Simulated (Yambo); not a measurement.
Yambo run on GeTe (space group R3m, No. 160). The wavefunctions come from this Quantum ESPRESSO step (PBE, PseudoDojo stringent norm-conserving files, scalar-relativistic):

```
&CONTROL
  calculation = 'nscf'
  pseudo_dir = './pseudo'
  outdir = './out'
/
&SYSTEM
  ibrav = 0
  nat = 2
  ntyp = 2
  ecutwfc = 124.0
  ecutrho = 496.0
  occupations = 'fixed'
  force_symmorphic = .true.
  nbnd = 255
/
&ELECTRONS
  conv_thr = 2e-09
  diago_full_acc = .true.
  diago_thr_init = 1e-08
/
ATOMIC_SPECIES
Ge 72.6300 Ge.upf
Te 127.6000 Te.upf
CELL_PARAMETERS angstrom
  2.107796801979   1.216937051020   3.692189981000
 -2.107796801979   1.216937051020   3.692189981000
  0.000000000000  -2.433874102040   3.692189981000
ATOMIC_POSITIONS crystal
Ge   0.007291189300   0.007291189300   0.007291189300
Te   0.471701810700   0.471701810700   0.471701810700
K_POINTS automatic
4 4 4 0 0 0
```

Yambo input:

```
rim_cut
gw0
dyson
el_el_corr
HF_and_locXC
ppa
em1d
RandQpts= 1000000
RandGvec= 1 Ry
EXXRLvcs= 124 Ry
VXCRLvcs= 496 Ry
Chimod= "HARTREE"
% BndsRnXp
 9 | 254 |
%
NGsBlkXp= 15 Ry
% LongDrXp
 1.0 | 1.0 | 1.0 |
%
PPAPntXp= 27.2114 eV
% GbndRnge
 1 | 254 |
%
GTermKind= "BG"
DysSolver= "n"
ExtendOut
% QPkrange
 1 | 1 | 23 | 24 |
 3 | 3 | 23 | 24 |
 7 | 7 | 23 | 24 |
 13 | 13 | 23 | 24 |
%
```

k points by index: 1 = Γ, 3 = L, 7 = F, 13 = Z.

The o-*.qp file then holds:

```
#    K-point    Band    Eo [eV]    E [eV]    E-Eo [eV]    Vxc [eV]    Vnlxc [eV]    Sc|Eo [eV]    Sc|E [eV]    dSc/dw|Eo [eV]    Re(Z)    Im(Z)
#
    1    23    -1.330992    -1.887337    -0.556344    -12.81112    -14.52785    0.999126    1.160386    -7.886006    0.775307    -0.001591
    1    24    2.790006    2.634798    -0.155209    -11.87272    -7.765483    -4.306712    -4.262444    -7.767985    0.777923    -0.001640
    3    23    0.000000    -0.440455    -0.440455    -12.87090    -13.39109    -0.041745    0.079731    -7.503872    0.783842    -0.001529
    3    24    0.800957    0.556534    -0.244423    -11.34812    -8.225193    -3.433440    -3.367349    -7.360791    0.787086    -0.001533
    7    23    -3.016119    -3.636365    -0.620245    -11.82249    -14.34570    1.712119    1.902967    -8.371037    0.764738    -0.001758
    7    24    2.477739    2.201517    -0.276223    -9.508739    -5.833370    -4.023084    -3.951591    -7.046146    0.794315    -0.001537
    13    23    -0.116899    -0.441823    -0.324923    -12.72352    -12.67260    -0.464495    -0.375843    -7.423564    0.785660    -0.001522
    13    24    1.238066    1.020667    -0.217399    -11.40479    -8.154596    -3.527412    -3.467594    -7.490634    0.784141    -0.001553
```
(The two width columns are left out.) Convergence of these settings isn't established.

Spin-orbit coupling is not included.

Geometry relaxed with PBE+D3(BJ).
